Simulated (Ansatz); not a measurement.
P:
```
CELL_PARAMETERS angstrom
      2.42172     0.00000     0.00000
      0.00000     2.42172     0.00000
      0.00000     0.00000     2.42172
ATOMIC_POSITIONS crystal
  P  0.00000 0.00000 0.00000
```

Relaxed with r²SCAN+D4. Special points in fractions of this cell's reciprocal vectors: Γ (0.000, 0.000, 0.000); X (0.000, 0.500, 0.000); M (0.500, 0.500, 0.000); R (0.500, 0.500, 0.500).

### Question
List the band energies nearest the Fermi level at these points for r²SCAN+D4 in the plane-wave PAW code Ansatz.

### Answer
In eV from the Fermi level; about four levels below and three above (degenerate sets whole), none deeper than 8.9 eV; … stands for higher levels left out; points with the same levels are listed once.

| k | below | above |
|---|---|---|
| Γ | – | 5.55 5.55 5.55 |
| X | – | 8.68 8.68 9.70 |
| M | -7.71 -5.66 -5.66 | 1.17 11.64 … |
| R | -2.34 -2.34 -2.34 -1.07 | … |

Space group Pm-3m (simple cubic). This is a known high-pressure phase of the composition, computed here at zero pressure and temperature. The cell was relaxed with r²SCAN+D4 under the symmetry of its start; phonons on a q-mesh show no instability. The volume moved by -29 % from the start of the relaxation.

Potentials: the later of the program's two PAW sets.
